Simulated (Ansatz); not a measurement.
An element in the fcc structure gives these cold pressures by all-electron LAPW under LDA (Ansatz 0.2.0, scalar-relativistic, no spin polarisation).

```csv
V (Å³/atom),P (GPa)
38.13,-0.03
36.22,1.03
32.41,4.00
28.60,8.68
24.79,16.05
20.97,27.7
17.16,45.2
15.25,58.1
```

(1) Which element is it?

## Answers

(1) Ca. Its zero-pressure volume in this structure is near 38.1 Å³/atom; the volume and the steepness of P(V) together point to it, though neighbours can come close. This is the case that was computed; others weren't tested.
